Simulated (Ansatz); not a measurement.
HfW2 (cubic Laves (MgCu2 type), Fd-3m) under volume change, PBEsol in the plane-wave PAW code Ansatz, scaled uniformly.

```
V (Å³/atom)  E − E(relaxed) (meV/atom)     P (GPa)
-----------  -------------------------  ----------
16.268                      (withheld)  (withheld)
16.804                      (withheld)  (withheld)
17.340                            12.4        7.57
17.877                             0.0        0.00
18.413                            11.2       -6.53
18.949                            42.7      -12.16
19.486                            91.7      -17.00
```

Question: What belongs in the gaps?

Answer: 
- 16.804, E − E(relaxed) (meV/atom): 52.1
- 16.804, P (GPa): 16.36
- 16.268, E − E(relaxed) (meV/atom): 123.5
- 16.268, P (GPa): 26.56

Question: What does a third-order Birch–Murnaghan fit give for V₀, B₀ and B′?

Answer: V₀ = 17.88 Å³/atom, B₀ = 234 GPa, B′ = 3.9.

The first step of the workflow began from a Materials Project structure, measured or hypothetical; the Crystallography Open Database files this formula in space group No. 227, but the cells were not matched. Its standing as an ambient phase is unchecked. The cell was relaxed with PBEsol under the symmetry of its start; whether a distortion lowers the energy is not shown. No spin polarisation was allowed. Scalar-relativistic: spin–orbit coupling is off unless named, which matters more the heavier the elements.

Potentials: the later of the program's two PAW sets.
